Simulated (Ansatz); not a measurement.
LuBe2Ge2: reading a single point

```
Be Lu Ge
1.0
     3.90981    0.00000    0.00000
    -1.95490    3.38599    0.00000
     0.00000    0.00000    6.21716
Be Lu Ge
2 1 2
Direct
  0.33330 0.66670 0.64150
  0.66670 0.33330 0.35850
  0.00000 0.00000 0.00000
  0.33330 0.66670 0.25137
  0.66670 0.33330 0.74863
```

Single point in Ansatz 0.2.0 with r2SCAN, no spin polarisation. Cutoff 500 eV, PAW datasets, 8×8×4 Γ-centred k mesh, gaussian filling (width 0.0222 eV).

**Stress.** The pressure is 2.1 GPa (compression positive), so with the atoms held at these fractions the cell would first expand; the forces are large, so a full relaxation may end otherwise.
**Charges.** Bader charges in e: Lu +1.58, Be +1.44, Ge -2.23. In the mean Lu gives up most and Ge takes most.
**Forces.** The largest is on Ge4 (and as large on other atoms): 1.33 eV/Å, components (0.00, 0.00, 1.33). It makes 74° with the line to a nearest neighbour, Be2 at 2.35 Å.
**At the Fermi level.** It is a metal, with about 1.6 states/eV a cell as the mean within 0.25 eV of the Fermi level, mostly Ge p (65 %) and Lu d (23 %).
**Formation energy.** -0.23 eV an atom against the elements' usual phases (free molecules for gases, crystals otherwise, with no correction for O₂ or N₂), so it is bound against them; other compounds may still compete. Relaxing would lower it.

Origin: a known structure type with other elements, at an estimated volume, so it need not be a known compound.
